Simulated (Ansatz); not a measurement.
The cell below belongs to a search over invented structures; it isn't taken from experiment.

Input and command of a plane-wave DFT calculation in Ansatz:

```yaml
crystal:
  lattice:
    - [2.2452370541, 1.2962882176, 9.4398426313]
    - [-2.2452370541, 1.2962882176, 9.4398426313]
    - [0.0, -2.5925764351, 9.4398426313]
  atoms:
    - { symbol: In, position: [0.0, 0.0, 0.0] }
    - { symbol: Te, position: [0.3954803607, 0.3954803607, 0.3954803607] }
    - { symbol: Te, position: [0.8020858543, 0.8020858543, 0.8020858543] }
    - { symbol: Te, position: [0.6045196393, 0.6045196393, 0.6045196393] }
    - { symbol: Te, position: [0.1979141457, 0.1979141457, 0.1979141457] }
basis:
  ecutwfc: 420
kpoints:
  mp_grid: { grid: [12, 12, 12] }
hamiltonian:
  xc: pbe
scf:
  occupations: { method: gaussian, width: 0.1 }
output:
  forces: true
  stress: true
  eigenvalues: true
  write_density: true
  write_potential: true
  elf: true
  volumetric_format: npy
relax:
  adjacent_minimum: "off"
  f_tol: 0.01
  max_steps: 30
  cell: { stress_tol: 0.1, fix: [volume] }
```

```bash
ansatz run input.yaml --threads 1 --pin off --max-ram 2560MiB --backend cpu --events-out ev --progress --plain --runs-dir out
```

Processor: Intel(R) Xeon(R) Processor @ 2.70GHz, 1 thread, on a host shared with other jobs.

**Question.** How long does it run, and how much memory does it take?

**Answer.** About 8.1 min, peak memory 1.2 GiB. It solves 47 bands at 189 k points (after reduction by symmetry) with about 3241 plane waves, in 20 SCF iterations over 4 ionic steps.
